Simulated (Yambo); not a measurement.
Yambo run on N (space group P6_3/mmc, No. 194). The wavefunctions come from this Quantum ESPRESSO step (PBEsol, PseudoDojo standard norm-conserving files, scalar-relativistic):

```
&CONTROL
  calculation = 'nscf'
  pseudo_dir = './pseudo'
  outdir = './out'
/
&SYSTEM
  ibrav = 0
  nat = 4
  ntyp = 1
  ecutwfc = 84.0
  ecutrho = 336.0
  occupations = 'fixed'
  force_symmorphic = .true.
  nbnd = 186
/
&ELECTRONS
  conv_thr = 4e-09
  diago_full_acc = .true.
  diago_thr_init = 1e-08
/
ATOMIC_SPECIES
N 14.0070 N.upf
CELL_PARAMETERS angstrom
  3.799275462221   0.000000000000   0.000000000000
 -1.899637731111   3.290269066258   0.000000000000
  0.000000000000   0.000000000000   7.419578952000
ATOMIC_POSITIONS crystal
N   0.333333333000   0.666666667000   0.324336503700
N   0.666666666333   0.333333333667   0.675663496300
N   0.666666666333   0.333333333667   0.824336503700
N   0.333333333000   0.666666667000   0.175663496300
K_POINTS automatic
3 3 2 0 0 0
```

Yambo input:

```
rim_cut
gw0
dyson
el_el_corr
HF_and_locXC
ppa
em1d
RandQpts= 1000000
RandGvec= 1 Ry
EXXRLvcs= 84 Ry
VXCRLvcs= 336 Ry
Chimod= "HARTREE"
% BndsRnXp
 1 | 184 |
%
NGsBlkXp= 8 Ry
% LongDrXp
 1.0 | 1.0 | 1.0 |
%
PPAPntXp= 27.2114 eV
% GbndRnge
 1 | 184 |
%
GTermKind= "BG"
DysSolver= "n"
ExtendOut
% QPkrange
 1 | 1 | 10 | 11 |
 2 | 2 | 10 | 11 |
 3 | 3 | 10 | 11 |
 5 | 5 | 10 | 11 |
 6 | 6 | 10 | 11 |
%
```

k points by index: 1 = Γ, 2 = A, 3 = (0, 0.333, 0), 5 = K, 6 = H.

The o-*.qp file then holds:

```
#    K-point    Band    Eo [eV]    E [eV]    E-Eo [eV]    Vxc [eV]    Vnlxc [eV]    Sc|Eo [eV]    Sc|E [eV]    dSc/dw|Eo [eV]    Re(Z)    Im(Z)
#
    1    10    0.000000    -3.067971    -3.067971    -17.48234    -23.85684    2.724372    3.306529    -5.163276    0.840514    -0.921689E-3
    1    11    8.042329    12.00122    3.958895    -16.10223    -9.228313    -2.262069    -2.915025    -4.487987    0.858419    -0.922419E-3
    2    10    -0.515080    -3.695485    -3.180405    -16.70039    -23.17813    2.699886    3.297343    -5.111670    0.841856    -0.807694E-3
    2    11    8.201653    12.21833    4.016674    -16.32898    -9.322691    -2.317862    -2.989616    -4.550786    0.856722    -0.805618E-3
    3    10    -0.045482    -3.120170    -3.074688    -17.48806    -23.88997    2.740610    3.327228    -5.191474    0.839782    -0.922267E-3
    3    11    7.272302    10.72492    3.452621    -14.15127    -8.144516    -2.036490    -2.554128    -4.079632    0.869622    -0.738841E-3
    5    10    -0.249678    -3.369453    -3.119776    -17.21316    -23.63756    2.711948    3.304622    -5.169269    0.840358    -0.909053E-3
    5    11    7.076920    10.46911    3.392189    -13.81195    -7.949749    -1.971159    -2.470013    -4.001627    0.871796    -0.733501E-3
    6    10    -0.290678    -3.419112    -3.128434    -17.09154    -23.55415    2.740216    3.334182    -5.166199    0.840438    -0.896778E-3
    6    11    7.569057    11.18599    3.616932    -14.72463    -8.433827    -2.114814    -2.673872    -4.205924    0.866127    -0.604505E-3
```
(The two width columns are left out.) Convergence of these settings isn't established.

Geometry relaxed with PBE+D3(BJ).

The structure is a Materials Project entry; no match was found in the copy of COD used, and its stability was not checked.
